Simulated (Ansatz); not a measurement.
An Ansatz input:

```yaml
crystal:
  lattice:
    - [2.4074569598, 0.0, 0.0]
    - [0.0, 2.4074569598, 0.0]
    - [0.0, 0.0, 2.4074569598]
  atoms:
    - { symbol: P, position: [0.0, 0.0, 0.0] }
hamiltonian:
  xc: lda
  pseudopotentials:
    kind: paw
    azcp:
      P: "pseudopotentials/P.paw.azcp"
basis:
  ecutwfc: 420
  fft_grid_basis: typed
kpoints:
  mp_grid: { grid: [15, 15, 15], shift: [0, 0, 0] }
magnetization:
  spin_polarized: false
scf:
  occupations: { method: fermi_dirac, width: 0.1 }
  lower_state_search: "off"
output:
  stress: true
```

Output

```
Warning: the record states the generating functional pbe (its physics header spells it `PBE`), which answers neither for hamiltonian.xc's functional nor for the lda family's — results may be inconsistent (PPs are generated against a specific XC)
Engine: ansatz 0.2.0, aarch64-unknown-linux-gnu
Pseudopotentials: kind: paw
Pseudopotential: P, paw, valence charge 5, recommended cutoff 420 eV (normal) 
Functional definition: SPW92
  exchange = slater_x
  correlation = pw_c
Crystal: 1 atoms, lattice volume = 13.953 Å³
Basis set: ecut = 420 eV, 257 PW (Γ)
Bands: 7, of which v1, the nominal top of the filled ones, is band 3 counted from 1 (2 counted from 0)
Symmetry: 48 space group operations
Space group: Pm-3m (ITA 221), of the structure as read, at distance tolerance 2.4e-5 Å
k-points: 120 of 3375
Non-local potential: P, projectors of the file, l = 0: 2, l = 1: 2, l = 2: 2
PAW form: soft (Blöchl's): semilocal exchange-correlation on the pseudo side does not see the compensation charge
PAW frozen core: P, regenerated for the run's functional, and the local potential with it (the file was generated under x = pbe(κ = 0.804, μ = 0.2195149727645171), c = pbe(β = 0.06672455060314922))
PAW one-centre angular grid: P, 110 points (default); XC on 64 Gauss nodes
Initial density: superposition of atomic densities (neutral atoms: chi_scale 0, normalization atom), corrected by the library's trained network
Initial wavefunctions: pseudopotential atomic-orbital guess
Functional: x = slater, c = lda
SCF iter   1: F=—  HF=-725.991848 eV  |F-HF|=—  |Δ(HF+E_count)|=         —  Δρ=5.16e-3  dr2=3.18e-3  ethr=1.77e-3  ⟨swp⟩=6.1  Hψ=7845  notcnv=0
SCF iter   2: F=—  HF=-725.990379 eV  |F-HF|=—  |Δ(HF+E_count)|=   1.47e-3  Δρ=1.73e-3  dr2=2.83e-4  ethr=6.36e-5  ⟨swp⟩=1.3  Hψ=1838  notcnv=0
SCF iter   3: F=—  HF=-725.990252 eV  |F-HF|=—  |Δ(HF+E_count)|=   1.27e-4  Δρ=2.52e-4  dr2=3.48e-6  ethr=5.66e-6  ⟨swp⟩=2.2  Hψ=1111  notcnv=0
SCF iter   4: F=—  HF=-725.990253 eV  |F-HF|=—  |Δ(HF+E_count)|=   1.16e-6  Δρ=3.19e-5  dr2=1.70e-7  ethr=6.95e-8  ⟨swp⟩=2.1  Hψ=1112  notcnv=0
iter 5 did not close the SCF: its close was put off for the readings that it lacked (scf_convergence_deferred on its scf_iter line)
SCF iter   5: F=-725.990253 eV  HF=-725.990253 eV  |F-HF|=9.07e-10  |Δ(HF+E_count)|=   8.10e-8  Δρ=2.81e-6  dr2=1.37e-9  ethr=3.41e-9  ⟨swp⟩=2.1  Hψ=1114  notcnv=0
SCF iter   6: F=-725.990253 eV  HF=-725.990253 eV  |F-HF|=3.75e-12  |Δ(HF+E_count)|=  6.95e-10  Δρ=2.00e-7  dr2=6.14e-12  ethr=2.75e-11  ⟨swp⟩=1.0  Hψ=2328  notcnv=0
SCF 1 converged in 6 iterations: F = -725.990253 eV  dr2 = 6.14e-12
SCF converged after 6 iterations
Free energy (F): -725.990253 eV
Harris-Foulkes:  -725.990253 eV  (|F-HF|=3.75e-12)
Internal energy: -725.976803 eV  (E = F + TS)
E sigma→0 (E₀):  -725.983528 eV
Entropy (-TS):   -0.013449 eV (-13.449 meV/atom)
Fermi energy:    11.575495 eV
--- Per-component energies (eV) ---
  E_band       = 23.038551
  E_kinetic    = 73.006534
  E_local      = -24.707938  (includes V_loc(G=0)·N_el)
  E_nonlocal   = 34.739287
  E_hartree    = 5.391989
  E_xc         = -62.443356
  E_vxc        = -62.554375  (∫ρ·V_xc dr)
  E_paw        = -539.947715  (= ΣΔE_a)
  E_vpaw       = -8.228950  (= ΣTr[D̂ρ^β])
  E_aug_tail   = 0.000004  (compensation charges beyond the density's cutoff)
  E_ewald      = -212.132961
  E_core_change = 0.117351  (= ΣΔE_core)
  E_smearing   = -0.013449  (= −TS)
  E_closure    = 0.000000  (closes the sum)
  Σ components = -725.990253   (vs F -725.990253, Δ=0.00e0)
--- Stress (GPa, compression-positive) ---
        1.005028       0.000000       0.000000
       -0.000000       1.005028       0.000000
        0.000000       0.000000       1.005028
  P = ⅓ Tr σ = 1.0050 GPa (10.050 kbar)
```

Launched by

```sh
ansatz run input.yaml --threads 2 --pin off --max-ram 5120MiB --backend cpu --events-out ev --progress --plain --runs-dir out
```

On 2 threads of Arm Neoverse V2 (shared host) this took about 0.48 s of wall time and 0.83 s of CPU time.
